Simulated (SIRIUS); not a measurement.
A self-consistent single point of CdSe (P6_3mc, 4 atoms in the cell; from Materials Project mp-1070, changed as shown).

```yaml
crystal:
  lattice:
    - [4.34609, 0.00000, 0.00000]
    - [-2.17305, 3.76382, 0.00000]
    - [0.00000, 0.00000, 7.01894]
  atoms:
    - { symbol: Cd, position: [0.66667, 0.33333, 0.49995] }
    - { symbol: Cd, position: [0.33333, 0.66667, 0.99995] }
    - { symbol: Se, position: [0.66667, 0.33333, 0.87591] }
    - { symbol: Se, position: [0.33333, 0.66667, 0.37591] }
```

All values come from this method and carry its errors: PBE, FP-LAPW (LAPW with two local orbitals a valence shell; core below -3 Ha), all-electron full potential with ZORA scalar-relativistic valence and Dirac core (SIRIUS).

SIRIUS settings:

| key | value |
|---|---|
| parameters.ngridk | 8 8 4 |
| basis | LAPW with two local orbitals a valence shell, core below -3 Ha |
| unit_cell.atom_type_rmt | {Cd: 2.4, Se: 2.36} bohr |
| parameters.xc_functionals | [XC_GGA_X_PBE, XC_GGA_C_PBE] |
| parameters.aw_cutoff | 7 |
| parameters.pw_cutoff | 16 1/bohr |
| parameters.smearing | gaussian |
| parameters.smearing_width | 0.000367493 Ha |
| parameters.electronic_structure_method | full_potential_lapwlo |
| parameters.lmax_apw | 8 |
| parameters.lmax_rho | 8 |
| parameters.lmax_pot | 8 |
| parameters.auto_rmt | 0 |
| parameters.num_fv_states | 41 |
| parameters.num_mag_dims | 0 |
| parameters.num_dft_iter | 100 |
| parameters.energy_tol | 1e-07 Ha |
| parameters.density_tol | 1e-06 |
| mixer.type | anderson |
| mixer.beta | 0.2 |
| mixer.use_hartree | true |

Results:

```
Quantity                                                    Value
------------------------------------------------  ---------------
Number of valence electrons                                    68
Number of bands                                                41
Number of k-points after the program's reduction               30
Size of the basis                                             420
Number of SCF iterations                                       13
FFT grid                                             45 × 45 × 72
Free energy E − TS                                -436813.1068 eV
Gap on the k-point mesh                                   0.56 eV
Largest force (vector length)                          0.075 eV/Å
```

Forces (eV/Å):
```csv
atom,Fx,Fy,Fz
Cd1,0.000,0.000,-0.075
Cd2,0.000,0.000,-0.075
Se3,0.000,0.000,0.071
Se4,0.000,0.000,0.071
```

Gaps are taken between levels on the mesh.

For comparison: a first run was changed to give this one (lattice vector c scaled by 0.99), and from it to this one the free energy goes up by 3.6 meV/atom, the largest force goes from 0.007 to 0.075 eV/Å and the gap on the mesh goes from 0.525 to 0.557 eV.

The structure comes from a collection of computed structures, made at another level of theory; the collection holds predicted forms beside known ones. Values depend on the basis (sphere radii, cutoffs, local orbitals), which need not be converged.

Cost on one core: around 70 core-seconds (rough).
